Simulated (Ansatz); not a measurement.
Consider the following.

FeGe:
```
CELL_PARAMETERS angstrom
     -1.62268     1.62268     5.16425
      1.62268    -1.62268     5.16425
      1.62268     1.62268    -5.16425
ATOMIC_POSITIONS crystal
  Fe 0.24610 0.24610 0.00000
  Fe 0.49610 0.99610 0.50000
  Ge 0.66990 0.66990 0.00000
  Ge 0.91990 0.41990 0.50000
```
Starting moments (μB, in the order of the atoms Fe Fe Ge Ge): 1.4 -1.4 0.0 0.0.

This is the PBE-relaxed structure.

Q: All from PBE in the plane-wave PAW code Ansatz, unless another level is named. Give the electronic character.

A: metallic (no gap).

Q: Next, the formation energy from the elements (no fitted shifts)?

A: 0.036 eV/atom.

Q: And the density of states at the Fermi level?

A: 0.23 states/eV per atom (mean over ±0.08 eV).

Space group I4_1md. The cell is a constructed one: a structure type filled with these elements; neither database checked (COD, Materials Project) lists it. COD files the formula under space group No. 198, so this cell is another polymorph or a model. Its standing as an ambient phase is unchecked. The PBE relaxation kept the symmetry of its start, as lowered by the spin order; its stability against distortions is not shown here. The final state is antiferromagnetic, chosen from 2 collinear starts compared on coarse meshes (ties went to the first, and starts can fall back to one state), not a proven ground state. The references are the lowest solids computed at this level, not always the standard phases. Spin–orbit coupling is left out wherever it is not named.

Potentials: the later of the program's two PAW sets.
